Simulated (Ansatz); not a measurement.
The elements of this relaxed trial crystal are hidden behind letters.

```
lattice vectors (Å)
  -1.8749    1.8749   13.8426
   1.8749   -1.8749   13.8426
   1.8749    1.8749  -13.8426
fractional positions
X 0.1949 0.1949 0.0000
X 0.8051 0.8051 0.0000
X 0.0000 0.0000 0.0000
Z 0.5974 0.5974 0.0000
Z 0.4026 0.4026 0.0000
Q 0.1389 0.6389 0.5000
Q 0.7500 0.2500 0.5000
Q 0.3611 0.8611 0.5000
Q 0.9440 0.4440 0.5000
Q 0.5560 0.0560 0.5000
```

Computed with Ansatz, DFT PBE, scalar-relativistic, plane waves, PAW. The final run on the 10-atom cell used 420 eV, a Γ-centred 10×10×10 mesh, 0.02 eV smearing and no spin polarisation.

| Quantity | Value |
| --- | --- |
| Space group | I-4m2 (No. 119) |
| Conventional cell | a = 3.750 Å, c = 27.685 Å |
| Volume per atom | 19.46 Å³ |
| Density | 4.07 g/cm³ |
| Energy over the elements | −0.102 eV/atom |
| Gap on the 10×10×10 mesh of the 10-atom cell | 0.74 eV |

Energies are uncorrected and count from the elements' standard states at the same level.

**Question.** X is a p-block element of period 3, Z is a p-block element of period 2 and Q is a p-block element of period 4. Which elements are they?

**Answer.** X = Al, Z = B, Q = As, so the formula is Al3B2As5. Density times volume gives a mean mass of 4.07 × 19.46/1.6605 = 47.7 u per atom, and this set has 47.7 u. Al on a site of symmetry 2mm is surrounded by 4 As at 2.42–2.43 Å; B has 4 As at 2.20 Å; As on a site of symmetry 2mm has 2 B at 2.20 Å and 2 Al at 2.43 Å; 3 more sites not described. Other sets within the hints have nearly the same mass, so mass alone doesn't settle it; this one was computed.

Kohn–Sham gaps at this level usually fall short of measured ones. Symmetry constrained the relaxation, so the result can be a saddle point. Another cell of Al3B2As5 relaxed alike, in I-4m2, lies 27 meV/atom lower, so this cell isn't the stable form at this level.
